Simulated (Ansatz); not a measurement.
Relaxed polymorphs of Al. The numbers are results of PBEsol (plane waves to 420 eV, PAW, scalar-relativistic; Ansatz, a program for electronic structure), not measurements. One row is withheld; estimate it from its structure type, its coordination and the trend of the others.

```json
[
 {"structure": "Fm-3m, cF4, fcc (Cu type)", "coordination": "Al 12 (cuboctahedral)", "E − E(first row) (eV/atom)": "0.00", "V (Å³/atom)": "16.17"},
 {"structure": "P6₃/mmc, hP4", "coordination": "–", "E − E(first row) (eV/atom)": "0.01", "V (Å³/atom)": "16.24"},
 {"structure": "Im-3m, cI2, bcc (W type)", "coordination": "Al 8 (cubic)+6", "E − E(first row) (eV/atom)": "(withheld)", "V (Å³/atom)": "(withheld)"},
 {"structure": "P6₃/mmc, hP2, hcp (Mg type)", "coordination": "Al 12 (anticuboctahedral)", "E − E(first row) (eV/atom)": "0.03", "V (Å³/atom)": "16.32"},
 {"structure": "Fd-3m, cF8, diamond type", "coordination": "Al 4 (tetrahedral)", "E − E(first row) (eV/atom)": "0.84", "V (Å³/atom)": "26.94"}
]
```

Problem. What belongs in the gaps?

Solution. 
- Im-3m, cI2, bcc (W type), E − E(first row) (eV/atom): 0.10
- Im-3m, cI2, bcc (W type), V (Å³/atom): 16.59

The withheld cell: Im-3m (No. 229), cI2, bcc (W type); a = 3.213 Å, b = 3.213 Å, c = 3.213 Å, α = 90.00°, β = 90.00°, γ = 90.00°; Al 2a (0.000, 0.000, 0.000). Coordination numbers (neighbours up to the widest gap in distance over summed covalent radii, below 1.35; n+m marks a second, longer set).

1 run with a doubtful electronic state, a coarser numerical grid, an end not at rest or a source that can't be used is left out. Each run could gain symmetry but not lose that of its start, so entries can be saddle points. From databases, or of a type measured for this composition: Fm-3m, cF4, fcc (Cu type); P6₃/mmc, hP4; the others are generated cells (placed on structure types, drawn at random, substituted or restacked) that were not matched to a known phase here. Energies are at zero temperature and pressure, without zero-point motion. Each cell has its own k-point mesh; energy differences are given only to the digits this allows. No spin polarisation in the result.
